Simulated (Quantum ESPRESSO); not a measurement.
# Planted mistakes on one cell of Al3MgSAs3

Calculated results; nothing here was measured. They come from pw.x of Quantum ESPRESSO 7.5, a plane-wave density functional program, with PseudoDojo standard norm-conserving files (v0.5 for PBE, v0.4.1 for LDA and PBEsol). The cells are made up: elements, strain and atom displacements were drawn at random, and nothing was relaxed. There is no spin polarisation, spin-orbit coupling or dispersion term.

The cell has 8 sites of a zincblende or diamond lattice. Sites 1 to 4 hold Al Al Al Mg; sites 5 to 8 hold S As As As. Cell vectors in Å: (5.708, 0.002, -0.004); (0.002, 5.627, -0.062); (-0.004, -0.062, 5.741). Settings: PBE, cutoff 1143 eV, 4 x 4 x 4 k mesh shifted by half a step, Fermi-Dirac smearing of 0.025 eV.

The intended run has a self-consistency threshold of 1e-07 eV, a smearing term of 0.000 eV, a pressure of 1.45 GPa and 10 iterations. Each further run changes one thing: all lengths scaled by 1.0153; atoms of sites 1 and 5 exchanged; cutoff 705 eV; files of LDA; k mesh 1 x 1 x 1; one electron added; smearing 0.7 eV; threshold 0.1 eV. A coarse mesh keeps the shift, and a charged cell sits in a uniform background.

```
run,change of free energy (eV),smearing term -TS (eV),change of P (GPa),largest change of a force component (eV/Å),iterations
A,5.580,0.000,-3.63,0.064,9
B,-0.913,-3.072,1.17,0.282,10
C,0.015,0.000,-1.51,0.391,3
D,7.700,-0.001,9.43,0.207,10
E,5.771,-0.011,4.66,0.794,12
F,0.000,0.000,-2.81,0.089,10
G,32.762,0.000,-181.12,0.033,10
H,6.517,0.000,4.69,0.245,11
```

A rerun of the intended cell at 1437 eV and k mesh 6 x 6 x 6 moved values by no more than 0.006 eV in the cell's energy, 0.02 GPa in stress and 0.004 eV/Å in force.

Question: which change belongs to which run?

## Worked reading

Run C has the fewest iterations, as a run stopped early does. Run B has the largest smearing term, as wide smearing gives. Run G has a higher energy and the largest fall in pressure, as too small a basis gives. Run F changes the volume by a factor of 1.0466; minus its pressure change over the logarithm of that factor, 62 GPa, is a rough bulk modulus with clamped atoms. Energies from files of another functional, or of a charged cell, have another zero and say nothing on stability; the pressure of a charged cell rests on the program's zero of potential too.

## Key

| run | change |
| --- | --- |
| A | files of LDA |
| B | smearing 0.7 eV |
| C | threshold 0.1 eV |
| D | one electron added |
| E | atoms of sites 1 and 5 exchanged |
| F | all lengths scaled by 1.0153 |
| G | cutoff 705 eV |
| H | k mesh 1 x 1 x 1 |